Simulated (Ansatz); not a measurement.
Cu under strain

All numbers below come from DFT PBEsol, scalar-relativistic, plane waves, PAW (Ansatz 0.2.0). (420 eV cutoff, 24×24×12 k-mesh, Gaussian smearing of 0.10 eV, no spin polarisation)

Starting point, cell and atoms relaxed:

```yaml
crystal:
  lattice:
    - [2.52059, 0.00000, 0.00000]
    - [-1.26030, 2.18290, 0.00000]
    - [0.00000, 0.00000, 4.11652]
  atoms:
    - { symbol: Cu, position: [0.33333, 0.66667, 0.25000] }
    - { symbol: Cu, position: [0.66667, 0.33333, 0.75000] }
```

Deformation: all cell vectors scaled alike, the atoms relaxed, all within the symmetry that the strain leaves. Energies are extrapolated to zero smearing. On this cell's mesh the reference holds a stress of up to 0.44 GPa.

| strain (%) | ΔE (meV/atom) | a (Å) | b (Å) | c (Å) |
| --- | --- | --- | --- | --- |
| -6.0 | 244.6 | 2.369 | 2.369 | 3.870 |
| -4.0 | 99.8 | 2.420 | 2.420 | 3.952 |
| -2.0 | 23.0 | 2.470 | 2.470 | 4.034 |
| +0.0 | 0.0 | 2.521 | 2.521 | 4.117 |
| +2.0 | 19.7 | 2.571 | 2.571 | 4.199 |
| +4.0 | 72.9 | 2.621 | 2.621 | 4.281 |
| +6.0 | 151.8 | 2.672 | 2.672 | 4.364 |

**Question.** What stiffness (1/V) d²E/dε² at zero strain does a cubic fit over all points give?

**Answer.** A cubic fit gives (1/V) d²E/dε² = 1561 GPa at zero strain (nine times the bulk modulus at fixed shape).

This form isn't the element's structure at ambient conditions.